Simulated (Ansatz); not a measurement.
A geometry of Ni away from equilibrium: step 4 of the relaxation of a relaxed Ni cell, doubled along one cell vector, shaken by Gaussian noise of σ = 0.08 Å a coordinate. Level of theory: PBE (plane waves to 420 eV, PAW, scalar-relativistic; Ansatz, an electronic-structure program). Γ-centred k-mesh 7×14×14 on the run's cell (coarser than for final values), Fermi–Dirac smearing 0.05 eV. The plane waves were selected for a different cell earlier on the path.

```xyz
2
Lattice="4.5467 0.0157 -0.0044 0.0078 2.3342 -0.0029 -0.0022 -0.0029 2.3252" Properties=species:S:1:pos:R:3 pbc="T T T"
Ni    -0.0644     0.3092    -0.2154
Ni     2.2824    -0.4024     0.0300
```
Spin-polarised start, with parallel moments on Ni.

### Question
What forces act on the atoms (eV/Å)?

### Answer
| atom | Fx | Fy | Fz |
|---|---|---|---|
| Ni1 | 0.41 | 0.55 | -0.18 |
| Ni2 | -0.41 | -0.55 | 0.18 |

The path ends in Fm-3m (No. 225) (fcc (Cu type)). Spin state reached: ferromagnetic (net 0.63 μB/atom), from parallel starting moments; other spin orders were not run from this start.

The run could not lose the symmetry of its start.

Of the parent cell (Pm-3m (No. 221)): it is a generated cell of Ni: the first start was made by placing the elements on the sites of a structure type, and the end was not matched to a known phase here, so it may be hypothetical. Known forms of Ni include space group No. 225.
